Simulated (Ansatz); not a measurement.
One crystal and one scan (energy against volume) at two levels, PBE (plane waves to 420 eV, PAW, scalar-relativistic; Ansatz, a quantum-chemistry and plane-wave program) and r2SCAN (plane waves to 500 eV, PAW, scalar-relativistic; Ansatz), each from its own relaxed cell and on its own mesh. The cell shown is that of PBE.

Te (trigonal-Te type, space group P3_121)

```
CELL_PARAMETERS angstrom
      4.52111     0.00000     0.00000
     -2.26056     3.91540     0.00000
      0.00000     0.00000     5.95492
ATOMIC_POSITIONS crystal
  Te 0.26812 0.00000 0.33333
  Te 0.00000 0.26812 0.66667
  Te 0.73188 0.73188 0.00000
```

This relaxed cell (volume V₀) is scaled evenly in all directions, its shape held. The atoms relax within the cell's symmetry.

The energy includes the smearing's −TS. Spin-orbit coupling is left out, though Te is heavy. Te was relaxed with its symmetry unable to fall. The PAW data are Ansatz's earlier set. With the shape held, the modulus is that of even scaling; a crystal free to change shape is softer. Percentages come from the unrounded values. Both scans cover V/V₀ from 0.900 to 1.100.

Results of PBE:

| Property | Result |
|---|---|
| Lattice constant a (Å) | 4.521 |
| Lattice constant c (Å) | 5.955 |
| Relaxed volume (Å³/atom) | 35.14 |
| Pressure at the smallest volume (GPa) | 3.6 |
| Energy cost of the largest compression (meV/atom) | 34 |
| Bulk modulus at fixed cell shape B₀ (third-order Birch-Murnaghan fit) (GPa) | 23.2 |
| Pressure derivative B₀′ (fit) | 7.4 |
| Pressure for 5 % compression (fit) (GPa) | 1.4 |

**Question.** Estimate the r2SCAN values.

**Answer.** 
| quantity | r2SCAN | PBE − r2SCAN |
|---|---|---|
| Lattice constant a (Å) | 4.624 | -0.103 (-2.2 %) |
| Lattice constant c (Å) | 5.904 | +0.051 (+0.9 %) |
| Relaxed volume (Å³/atom) | 36.44 | -1.30 (-3.6 %) |
| Pressure at the smallest volume (GPa) | 2.9 | +0.7 (+24 %) |
| Energy cost of the largest compression (meV/atom) | 29 | +5 (+19 %) |
| Bulk modulus at fixed cell shape B₀ (third-order Birch-Murnaghan fit) (GPa) | 19.8 | +3.4 (+17 %) |
| Pressure derivative B₀′ (fit) | 6.0 | +1.4 (+24 %) |
| Pressure for 5 % compression (fit) (GPa) | 1.2 | +0.2 |

PBE gives the higher value for: lattice constant c; pressure at the smallest volume; energy cost of the largest compression; bulk modulus at fixed cell shape B₀; pressure derivative B₀′. PBE gives the lower value for: lattice constant a; relaxed volume.

(Under strain, the slope of the energy per volume gives the stress and its curvature an elastic modulus.)
